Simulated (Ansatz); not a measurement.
Consider the following.

TiGe$_{2}$:
```xyz
6
Lattice="0.0000 4.2667 4.3585 2.5000 0.0000 4.3585 2.5000 4.2667 0.0000" Properties=species:S:1:pos:R:3 pbc="T T T"
Ti     3.7500     6.4000     6.5378
Ti     2.5000     4.2667     4.3585
Ge     1.2500     0.6899     2.1793
Ge     1.2500     3.5768     2.1793
Ge     2.5000     1.4434     4.3585
Ge     2.5000     7.0900     4.3585
```

This is the PBEsol-relaxed structure.

Question: All from PBEsol in the plane-wave PAW code Ansatz, unless another level is named. Give the bulk modulus (Birch–Murnaghan fit).

Answer: 123 GPa.

Question: Give the highest zone-centre frequency.

Answer: 316 cm⁻¹.

Space group Fddd. The workflow started from a Materials Project entry (that database holds measured and hypothetical structures alike); the Crystallography Open Database files this formula in space group No. 70, but the cells were not matched. Its standing as an ambient phase is unchecked. The cell was relaxed with PBEsol under the symmetry of its start; of distortions, only those at the zone centre were tested. No spin polarisation was allowed. As this level gives no gap, phonon frequencies hold no LO–TO term and depend on the k-mesh and smearing (Fermi–Dirac, 0.1 eV here).

Potentials: the later of the program's two PAW sets.
